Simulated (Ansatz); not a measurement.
## Y: from a starting cell to a relaxed one

The start is a relaxed Y cell with every coordinate shifted by Gaussian noise of σ = 0.2 Å. The cell and all atomic positions are relaxed at zero pressure with r2SCAN (plane waves to 500 eV, PAW, scalar-relativistic; Ansatz, a first-principles code). First-step values are on the input's coarse k-mesh.

Ansatz input (later rounds restart from its end on a renewed k-mesh):
Ansatz 0.2 input:
```yaml
crystal:
  lattice:
    - [3.6825730305, 0, 0]
    - [-1.8412865153, 3.1892017957, 0]
    - [0, 0, 5.698480455]
  atoms:
    - { symbol: Y, position: [0.4228456929, 0.7944884353, 0.7223523396] }
    - { symbol: Y, position: [0.7988340493, 0.3946128564, 0.2306297898] }
basis: { ecutwfc: 500, ecutrho_ratio: 4, xc_grid: 4, fft_grid_basis: typed }
kpoints: { mp_grid: { grid: [10, 10, 6] } }
hamiltonian:
  xc: r2scan
  dispersion: none
  pseudopotentials: { kind: paw }
scf: { occupations: { method: fermi_dirac, width: 0.05 } }
relax: { f_tol: 0.01, max_steps: 100, cell: { stress_tol: 0.02 } }
output: { forces: true, stress: true }
```

**Question.** Is the parent structure recovered?

**Answer.** It returns to the parent structure, P6₃/mmc (No. 194).

**Question.** How do the shortest distances between atoms change?

**Answer.** The closest pairs of elements (up to four, under 3.6 Å), start → end: Y–Y 3.40 → 3.56 Å.

**Question.** Is the relaxed structure metallic? Give its gap.

**Answer.** Zero (metallic).

Final values are on a 15×15×8 k-mesh of the relaxed cell. No spin polarisation in the result.

The run could not lose the symmetry of its start.
